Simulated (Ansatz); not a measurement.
The relaxed structure here is a generated cell of NiGe: the first start was made by placing the elements on the sites of a structure type, and the end was not matched to a known phase here, so it may be hypothetical.

One starting cell of NiGe (a generated cell, NiGe built in the AFLOW prototype AB_tP4_131_c_e (B17, as in PtS)) was relaxed twice with Ansatz (plane waves, PAW, scalar-relativistic): with r2SCAN at 500 eV and with PBE at 420 eV. The r2SCAN result:

```
NiGe
1.0
    2.71981     0.00000     0.00000
    0.00000     2.71981     0.00000
    0.00000     0.00000     7.74088
Ni Ge
2 2
Cartesian
  0.00000   1.35990   0.00000
  1.35990   0.00000   3.87044
  0.00000   0.00000   1.93522
  0.00000   0.00000   5.80566
```

| quantity | r2SCAN | PBE |
|---|---|---|
| space group | P4₂/mmc | P4₂/mmc |
| volume (Å³/atom) | 14.32 | ? |
| a (Å) | 2.720 | ? |
| c (Å) | 7.741 | ? |
| gap (eV, no spin-orbit coupling) | 0.00 | ? |
| spin order | ferromagnetic | ? |
| net moment (μB/atom) | 0.20 | ? |

What does PBE give for the same quantities?


- volume (Å³/atom), PBE: 14.67
- a (Å), PBE: 2.736
- c (Å), PBE: 7.839
- gap (eV, no spin-orbit coupling), PBE: 0.00
- spin order, PBE: ferromagnetic
- net moment (μB/atom), PBE: 0.05

Both levels end in the same structure; PBE's volume is 2.5 % larger. Neither column is exact.

Spin states reached: ferromagnetic; spin orders were not searched systematically. r2SCAN tends to overstate moments in metals.

The run could not lose the symmetry of its start; a randomly shaken copy of 8 atoms returns to this structure.

All atoms sit on sites fixed by symmetry, so only the cell could relax.

Ansatz is an electronic-structure program.
